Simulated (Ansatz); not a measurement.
InAs (zinc blende)

```
InAs
1.0
    0.00000     3.04368     3.04368
    3.04368     0.00000     3.04368
    3.04368     3.04368     0.00000
As In
1 1
Direct
  0.75000   0.75000   0.75000
  0.00000   0.00000   0.00000
```

The slice is a {110} plane (indices of the conventional cell) through the point (0.000, 0.000, 0.000) (fractional), spanned by u = [100] and v = [1 -1 -1] in vectors of this cell: u (4.30 Å) and v (6.09 Å, at 90° to u). It covers one period; positions are fractions (u, v).

All values below come from PBEsol (plane waves to 420 eV, PAW, scalar-relativistic; Ansatz, a first-principles code). k mesh 9×9×9. These are valence fields of a PAW run, semicore shells included where kept as valence: close to a nucleus they are smooth pseudo fields. At this level the bands of InAs touch or barely overlap; measurements give the solid a gap. InAs was relaxed with its symmetry unable to fall. The PAW data are Ansatz's earlier set.

Question: What is the valence density on the shortest As–In line in this plane (2.64 Å), at its minimum between the atoms?

Answer: 0.40 e/Å³.

Question: Predict the map of the valence electron density on the slice.

Answer: 
```
|8877776655333322222222222222333355667777|
|7777665544332222111111111122223344556677|
|6666554433332211111111111111223333445566|
|5544443333222211110000001111222233334444|
|3333333322221111000000000011112222333333|
|3333222222111100000000000000111122222233|
|2222222211110000000000000000001111222222|
|1111111111110000000000000000001111111111|
|1111111100000000000000000000000000111111|
|1100000000000000000000000000000000000000|
|0000000000000000001111110000000000000000|
|0000000000001111111111111111110000000000|
|0000000000111111112222221111111100000000|
|0000000011111122222222222222111111000000|
|0000000011112222333333333322221111000000|
|0000001111222233334444443333222211110000|
|0000111122223344444444444444332222111100|
|1111112222333344555555555544333322221111|
|1111112233334455667788776655443333221111|
|1122222233444455779999997755444433222222|
|2222223333444466889999998866444433332222|
|3333333333444455779999997755444433333333|
|3333333333444455667788776655444433333333|
|5544444444444444555555555544444444444444|
|6666554444444444444444444444444444445566|
|7777665544443333444444444433334444556677|
|8877776655443333333333333333334455667777|
|8888776655443333222222222233334455667788|
```
Scale: ten equal steps from -1.90 (start of '0') to 1.66 (end of '9'), in the order '0123456789'. Values: log₁₀ of the valence density in e/Å³. The map has 20 points along u (two characters each, u = 0 at the left) and 28 along v (v = 0 in the bottom row). The scale is logarithmic, as a density can span decades between atoms and voids.
